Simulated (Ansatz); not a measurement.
A plane-wave DFT run in Ansatz 0.2.0 (scalar-relativistic PAW potentials unless the input names others): input and command.

```yaml
crystal:
  lattice:
    - [-4.471878, 4.471885, -0.000182]
    - [-4.471479, 0.000218, 4.471519]
    - [-0.000166, 4.471537, 4.471571]
  atoms:
    - { symbol: "N", position: [0.74998126, 0.7505188949, 0.750896292] }
    - { symbol: "N", position: [0.2440584507, 0.7564424246, 0.7568125118] }
    - { symbol: "N", position: [0.7558568668, 0.2446232623, 0.7568104805] }
    - { symbol: "N", position: [0.7558814484, 0.756441108, 0.244987872] }
    - { symbol: "N", position: [0.244076921, 0.2446423604, 0.7567903034] }
    - { symbol: "N", position: [0.2440543796, 0.7564403099, 0.2449898407] }
    - { symbol: "N", position: [0.7558578919, 0.2446292735, 0.2450080683] }
    - { symbol: "N", position: [0.2499627196, 0.2505248394, 0.2508960257] }
    - { symbol: Sc, position: [0.4999687084, 0.000538421, 0.0008904977] }
    - { symbol: Sc, position: [0.9999667412, 0.5004980935, 0.0009068506] }
    - { symbol: Sc, position: [0.999964355, 0.0005205886, 0.5008926083] }
    - { symbol: Sc, position: [0.4999835328, 0.5005132642, 0.0008938812] }
    - { symbol: Sc, position: [0.4999958523, 0.0005228877, 0.5008882628] }
    - { symbol: Sc, position: [0.9999919979, 0.5005131459, 0.5008866278] }
    - { symbol: Sc, position: [0.4999586976, 0.5005326297, 0.5009192165] }
    - { symbol: Ti, position: [0.999987625, 0.0004805412, 0.0008951005] }
basis:
  ecutwfc: 420
kpoints:
  mp_grid: { grid: [6, 6, 6] }
hamiltonian:
  xc: pbe
scf:
  max_iter: 60
output:
  forces: true
  eigenvalues: true
  stress: true
```

```bash
ansatz run input.yaml --threads 4 --pin off --max-ram 9216MiB --backend cpu --events-out ev --progress --plain --runs-dir out
```

Problem. What is wrong with this input?

Solution. The program refuses it, because of no occupation method (scf.occupations: {"method": "gaussian", "width": 0.1} → not typed). With the sound run's settings it is accepted.

Abridged log:
```
Error: YAML parse error: `scf.occupations.method` is required: fixed only where the cell keeps a band gap throughout the run, explicit beside scf.occupations.values (under evaluate: without them), else a smearing such as fermi_dirac (scf.occupations.width is optional; its entry in the input reference gives the default)
```